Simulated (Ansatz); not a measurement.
Here is the system:

Cd$_{2}$SnO$_{4}$ (space group Pbam)

```cif
data_Cd4O8Sn2
_chemical_formula_sum 'Cd4 Sn2 O8'
_space_group_name_H-M_alt 'Pbam'
_space_group_IT_number 55
_space_group_name_Hall '-P 2 2ab'
_cell_length_a 5.57121
_cell_length_b 9.92868
_cell_length_c 3.19938
_cell_angle_alpha 90.000
_cell_angle_beta 90.000
_cell_angle_gamma 90.000
loop_
_atom_site_label
_atom_site_type_symbol
_atom_site_symmetry_multiplicity
_atom_site_Wyckoff_symbol
_atom_site_fract_x
_atom_site_fract_y
_atom_site_fract_z
_atom_site_occupancy
Cd1 Cd 4 h 0.06045 0.32359 0.50000 1
Sn1 Sn 2 a 0.00000 0.00000 0.00000 1
O1 O 4 g 0.36524 0.30673 0.00000 1
O2 O 4 h 0.23708 0.03906 0.50000 1
```

The volume is varied about the relaxed value V₀ at fixed cell shape. The atoms relax within the cell's symmetry.

Level of theory: PBEsol (plane waves to 420 eV, PAW, scalar-relativistic; Ansatz, an electronic-structure program). k mesh 5×3×8 (Γ-centred), Fermi-Dirac smearing 0.05 eV. Energies are smeared free energies. Stress and pressure are positive under compression. With the shape held, the modulus is that of even scaling; a crystal free to change shape is softer. Cd2SnO4 was relaxed with its symmetry unable to fall. ΔE is measured from the relaxed starting cell.

The scan covers V/V₀ from 0.900 to 1.100 in 13 points.

### Question
What is ΔE at V/V₀ = 1.100?

### Answer
49.2 meV/atom.

### Question
What is ΔE at V/V₀ = 0.900?

### Answer
72.9 meV/atom.

### Question
What pressure does the cell carry at V/V₀ = 0.900?

### Answer
20.4 GPa.

(A scan under strain: stresses follow from slopes of the energy per volume, elastic moduli from its curvatures.)
